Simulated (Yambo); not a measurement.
Yambo run on NH₄Br (space group P-43m, No. 215). The wavefunctions are LDA (pw.x of Quantum ESPRESSO, ONCV potentials, no spin-orbit coupling) ones on a 4×4×4 mesh (8 occupied bands); a = b = c = 4.0001 Å, α = β = γ = 90.00°.

Yambo input:

```
rim_cut
gw0
dyson
el_el_corr
HF_and_locXC
ppa
em1d
RandQpts= 1000000
RandGvec= 1 Ry
EXXRLvcs= 84 Ry
VXCRLvcs= 336 Ry
Chimod= "HARTREE"
% BndsRnXp
 1 | 45 |
%
NGsBlkXp= 10 Ry
% LongDrXp
 1.0 | 1.0 | 1.0 |
%
PPAPntXp= 27.2114 eV
% GbndRnge
 1 | 45 |
%
GTermKind= "BG"
DysSolver= "n"
ExtendOut
% QPkrange
 1 | 1 | 8 | 9 |
 6 | 6 | 8 | 8 |
%
```

k points by index: 1 = Γ, 6 = M.

Table of the .qp output:

```
#    K-point    Band    Eo [eV]    E [eV]    E-Eo [eV]    Vxc [eV]    Vnlxc [eV]    Sc|Eo [eV]    Sc|E [eV]    dSc/dw|Eo [eV]    Re(Z)    Im(Z)
#
    1    8    -0.079208    -1.435807    -1.356600    -13.02157    -16.71423    2.037533    2.336060    -5.987514    0.819645    -0.001274
    1    9    3.938939    5.085753    1.146814    -9.595551    -5.123850    -3.126792    -3.324887    -4.699971    0.852717    -0.001025
    6    8    0.000000    -1.361943    -1.361943    -12.86805    -16.56342    2.033559    2.333421    -5.990705    0.819566    -0.001276
```
(The two width columns are left out.) Convergence of these settings isn't established.

Geometry of the Materials Project entry, not relaxed at this level.
